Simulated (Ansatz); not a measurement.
Sn: short molecular dynamics at 2000 K

These are results of DFT PBEsol, scalar-relativistic, plane waves, PAW in Ansatz 0.2.0, not measurements. Cutoff 420 eV, shifted (0.5, 0.5, 0.5 steps) 2×2×2 k-points, Fermi–Dirac smearing of 0.17 eV. The mesh is coarse. No spin polarisation.

16 atoms, starting at 1.12 times the perfect crystal's volume (space group Fd-3m); Langevin thermostat at 2000 K (friction 0.02 fs⁻¹), fixed cell; 45 steps of 3 fs. The run is short and not equilibrated. The crystal has no gap, and so coarse a mesh can leave errors of tens of meV/atom and of a GPa or more.

First frame:

```
Sn
1.0
    -6.79340   -6.79340    0.00000
     0.00000   -6.79340    6.79340
    -6.79340    0.00000    6.79340
Sn
16
Direct
  0.78816 0.23878 0.26330
  0.23815 0.23845 0.23025
  0.75534 0.74348 0.25684
  0.32664 0.71605 0.26192
  0.76632 0.24296 0.77104
  0.24294 0.24989 0.70801
  0.74197 0.74933 0.73561
  0.21158 0.77328 0.75860
  0.40873 0.36341 0.34984
  0.86933 0.39255 0.38308
  0.35725 0.89181 0.40257
  0.94508 0.83152 0.34867
  0.38436 0.40812 0.83025
  0.84918 0.40648 0.89173
  0.39803 0.88483 0.84576
  0.84089 0.85125 0.88376
```

* Mean temperature over the second half: 1687 K
* Mean pressure over the second half (kinetic part included): -1.1 GPa
* Mean potential energy above the perfect crystal (relaxed, at volume ratio 1; besides heat the difference comes from the volume, 12 % larger; the free energy holds the electrons' entropy): 304 meV/atom
* Mean-square drift of Sn from first to last step (mean shift of all atoms removed): 0.24 Å²

Pair distribution functions g(r), second half of the run, up to half the cell's height:

```tsv
r (Å)	Sn-Sn
2.35	0.0
2.45	0.3
2.55	0.3
2.65	1.4
2.75	1.9
2.85	3.2
2.95	2.0
3.05	1.5
3.15	1.4
3.25	1.1
3.35	0.5
3.45	0.2
3.55	0.4
3.65	0.2
3.75	0.0
3.85	0.0
```

Along the run (potential energy from its first value; pressure with the kinetic part):

```csv
t (fs),T (K),ΔE_pot (meV/atom),P (GPa)
0.0,1875,0.0,-2.1
3.0,1871,-8.0,-2.2
6.0,2163,-14.1,-2.1
9.0,2099,-18.1,-2.2
12.0,2199,-20.9,-2.2
15.0,2413,-23.1,-2.1
18.0,2065,-24.2,-2.2
21.0,2027,-22.7,-2.2
24.0,2326,-19.8,-2.1
27.0,2343,-16.4,-2.0
30.0,2326,-11.5,-1.9
33.0,1993,-5.9,-2.0
36.0,2213,-0.5,-1.8
39.0,2286,6.0,-1.7
42.0,2183,14.7,-1.6
45.0,1938,24.0,-1.6
48.0,1937,31.9,-1.5
51.0,1877,39.1,-1.4
54.0,1853,45.5,-1.4
57.0,1641,50.7,-1.4
60.0,1874,56.3,-1.3
63.0,1974,62.7,-1.2
66.0,1757,68.7,-1.2
69.0,1770,72.5,-1.2
72.0,1736,76.8,-1.2
75.0,1772,82.2,-1.1
78.0,1714,86.8,-1.1
81.0,1406,92.0,-1.2
84.0,1291,98.7,-1.2
87.0,1603,105.7,-1.1
90.0,1652,113.3,-1.0
93.0,1473,119.0,-1.1
96.0,1488,122.4,-1.0
99.0,1438,126.0,-1.1
102.0,1301,129.3,-1.1
105.0,1348,133.4,-1.1
108.0,1673,137.4,-0.9
111.0,1765,138.7,-0.9
114.0,1787,137.7,-1.0
117.0,1481,134.9,-1.1
120.0,1703,129.6,-1.1
123.0,1894,123.8,-1.1
126.0,2073,118.6,-1.1
129.0,2363,112.9,-1.1
132.0,2153,106.5,-1.3
135.0,1924,101.5,-1.5
```

Cost: 1 run of about 66 core-minutes (earlier runs that led there not counted), on AMD EPYC (Zen 3) (shared hosts).